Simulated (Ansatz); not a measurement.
ZrTi2Ga4:
```xyz
7
Lattice="-3.2609 3.2609 2.7218 3.2609 -3.2609 2.7218 3.2609 3.2609 -2.7218" Properties=species:S:1:pos:R:3 pbc="T T T"
Zr     0.0000     0.0000     0.0000
Ti     0.0000     3.2609     1.3609
Ti     3.2609     0.0000     1.3609
Ga     1.9891     1.9891     0.0000
Ga     1.2719     1.2719     2.7218
Ga     1.2719    -1.2719     2.7218
Ga    -1.2719     1.2719     2.7218
```

This is the r²SCAN-relaxed structure.

All from r²SCAN (plane waves, PAW; program Ansatz), unless another level is named. Estimate the density of states at the Fermi level.

0.62 states/eV per atom (mean over ±0.08 eV).

Give the formation energy from the elements (no fitted shifts).

-0.59 eV/atom.

Space group I4/mmm. The first step of the workflow began from a Materials Project structure, measured or hypothetical; the Crystallography Open Database copy checked does not list it. Its standing as an ambient phase is unchecked. The cell was relaxed with r²SCAN under the symmetry of its start; its stability against distortions is not shown here. The run is not spin-polarised. The references are the lowest solids computed at this level, not always the standard phases. Scalar-relativistic: spin–orbit coupling is off unless named, which matters more the heavier the elements.

Potentials: the later of the program's two PAW sets.
